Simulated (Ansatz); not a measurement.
One stationary structure of BN. Method: PBE (plane waves to 420 eV, PAW, scalar-relativistic; Ansatz, a program for electronic structure).

```xyz
4
Lattice="2.4997 0.0000 0.0000 -1.2499 2.1648 0.0000 0.0000 0.0000 4.0218" Properties=species:S:1:pos:R:3 pbc="T T T"
B      0.0000     0.0000     0.0000
B      0.0000     0.0000     2.0109
N      0.0000     1.4432     1.0054
N      1.2499     0.7216     3.0163
```

Determine the symmetry and give the standard cell with its independent sites.

Space group P6₃/mmc (No. 194); a = 2.4997 Å, b = 2.4997 Å, c = 4.0218 Å, α = 90.00°, β = 90.00°, γ = 120.00°

```tsv
atom	site	symmetry	x	y	z
B	2a	-3m.	0.0000	0.0000	0.0000
N	2c	-6m2	0.3333	0.6667	0.2500
```

This is the NiAs type.

Give the shortest distances between elements (the closest pairs, up to four, under 3.6 Å).

B–N 1.76 Å; B–B 2.01 Å; N–N 2.48 Å.

Volume per atom: 5.44 Å³
Density: 3.79 g/cm³
Band gap: 1.49 eV, indirect (valence top at k = (0, 0.2, 0), conduction bottom at K) (no spin-orbit coupling)
Smallest direct gap: 5.07 eV at k = (0.2667, 0.2667, 0.25)

No spin polarisation in the result.

The run could not lose the symmetry of its start.

All atoms sit on sites fixed by symmetry, so only the cell could relax.
